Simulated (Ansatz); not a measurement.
YSiNO$_{2}$:
```
CELL_PARAMETERS angstrom
      3.57798     0.00000     0.00000
      0.00000     3.57798     0.00000
      0.00000     0.00000     3.69672
ATOMIC_POSITIONS crystal
  Y  0.00000 0.00000 0.50000
  Si 0.50000 0.50000 0.00000
  N  0.50000 0.50000 0.50000
  O  0.50000 0.00000 0.00000
  O  0.00000 0.50000 0.00000
```

Relaxed with r²SCAN.

### Question
Give the Bader charges and basin volumes of the independent atoms, r²SCAN in the plane-wave PAW code Ansatz.

### Answer


```json
[
 {"atom": "Y1", "Bader charge (e)": "+2.17", "Bader volume (Å³)": "11.7"},
 {"atom": "Si2", "Bader charge (e)": "+3.31", "Bader volume (Å³)": "2.5"},
 {"atom": "N3", "Bader charge (e)": "-2.18", "Bader volume (Å³)": "12.2"},
 {"atom": "O4", "Bader charge (e)": "-1.65", "Bader volume (Å³)": "10.4"}
]
```

Space group P4/mmm. The start of the workflow was typed in or built on a structure type; neither database checked (COD, Materials Project) lists it. COD files the formula under space group No. 15, 63. Its standing as an ambient phase is unchecked. The r²SCAN relaxation kept the symmetry of its start; its stability against distortions is not shown here. No spin polarisation was allowed.

Potentials: the earlier of the program's two PAW sets. The files were generated under PBE; for other functionals the program regenerates the frozen cores, and for LDA and PBEsol the local potential too.
